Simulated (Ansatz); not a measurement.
TaTe (CsCl type, space group No. 221) under volume change, PBEsol in the plane-wave PAW code Ansatz, scaled uniformly.

| V (Å³/atom) | E − E(relaxed) (meV/atom) | P (GPa) |
|---|---|---|
| 17.529 | 93.5 | 18.87 |
| 18.107 | 39.1 | 11.50 |
| 18.685 | (withheld) | (withheld) |
| 19.263 | 0.0 | 0.00 |
| 19.841 | (withheld) | (withheld) |
| 20.418 | 31.2 | -8.18 |
| 20.996 | 66.6 | -11.33 |

Problem. Fill in the missing entries.

Solution. 
- 18.685, E − E(relaxed) (meV/atom): 9.2
- 18.685, P (GPa): 5.26
- 19.841, E − E(relaxed) (meV/atom): 8.2
- 19.841, P (GPa): -4.44

Problem. What does a third-order Birch–Murnaghan fit give for V₀, B₀ and B′?

Solution. V₀ = 19.26 Å³/atom, B₀ = 161 GPa, B′ = 4.6.

Space group Pm-3m (CsCl type). The start of the workflow was typed in or built on a structure type; neither database checked (COD, Materials Project) lists it. Its standing as an ambient phase is unchecked. Symmetry was held in the PBEsol relaxation; of distortions, only those at the zone centre were tested. No spin polarisation was allowed. Scalar-relativistic: spin–orbit coupling is off unless named, which matters more the heavier the elements.

Potentials: the earlier of the program's two PAW sets.
